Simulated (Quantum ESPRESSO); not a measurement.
**Band energies of CdClOH monolayer at -4 % uniaxial strain**

```xyz
4
Lattice="3.5001 0.0000 0.0000 -1.7501 3.1575 0.0000 0.0000 0.0000 16.5000" Properties=species:S:1:pos:R:3 pbc="T T T"
H      0.0000     0.0048     1.7919
O      1.7501     3.1396     0.8245
Cl     0.0000     2.1204    -1.7919
Cd     1.7501     1.0502    -0.2432
```

norm-conserving PBEsol (Quantum ESPRESSO, 102 Ry, scalar-relativistic); path ΓXA1YΓ; energies in eV from the valence-band maximum.

| k (1/Å) | point | band 13 | band 14 | band 15 | band 16 | band 17 | band 18 | band 19 | band 20 |
|---|---|---|---|---|---|---|---|---|---|
| 0.00 | Γ | -2.37 | -1.33 | -1.22 | -0.13 | 0.00 | 2.28 | 4.37 | 6.08 |
| 0.21 |  | -2.34 | -1.45 | -1.38 | -0.33 | -0.18 | 2.58 | 4.57 | 6.45 |
| 0.53 |  | -2.68 | -1.98 | -1.79 | -0.89 | -0.51 | 3.70 | 5.35 | 7.57 |
| 0.85 |  | -3.37 | -2.69 | -2.12 | -1.08 | -0.65 | 5.13 | 6.00 | 7.99 |
| 1.17 | X | -3.74 | -2.71 | -2.29 | -1.58 | -0.51 | 5.88 | 6.70 | 7.93 |
| 1.48 |  | -3.62 | -2.76 | -2.31 | -1.02 | -0.55 | 5.34 | 6.38 | 7.27 |
| 1.79 |  | -3.60 | -2.86 | -2.11 | -0.91 | -0.37 | 5.04 | 6.10 | 7.07 |
| 2.10 |  | -3.66 | -2.72 | -2.36 | -1.24 | -0.54 | 5.58 | 6.53 | 7.47 |
| 2.31 | A1 | -3.74 | -2.71 | -2.29 | -1.58 | -0.51 | 5.88 | 6.70 | 7.93 |
| 2.41 |  | -3.75 | -2.68 | -2.31 | -1.53 | -0.53 | 5.82 | 6.65 | 7.68 |
| 2.73 |  | -3.73 | -2.76 | -2.13 | -0.96 | -0.44 | 5.20 | 6.26 | 6.99 |
| 2.93 | Y | -3.73 | -2.86 | -1.91 | -1.00 | -0.21 | 5.00 | 6.07 | 6.86 |
| 3.03 |  | -3.68 | -2.81 | -1.89 | -1.02 | -0.21 | 4.94 | 5.91 | 7.07 |
| 3.33 |  | -3.07 | -2.15 | -1.63 | -1.23 | -0.17 | 3.96 | 5.45 | 7.39 |
| 3.63 |  | -2.43 | -1.67 | -1.33 | -0.72 | -0.07 | 2.83 | 4.75 | 6.78 |
| 3.93 | Γ | -2.37 | -1.33 | -1.22 | -0.13 | 0.00 | 2.28 | 4.37 | 6.08 |

The PBEsol gap is direct, 2.28 eV at Γ.

Spin-orbit splittings are left out.

Geometry strained from the cell relaxed with PBEsol, atoms relaxed again.

This is a model layer cut from the bulk structure; whether it is stable on its own was not checked.
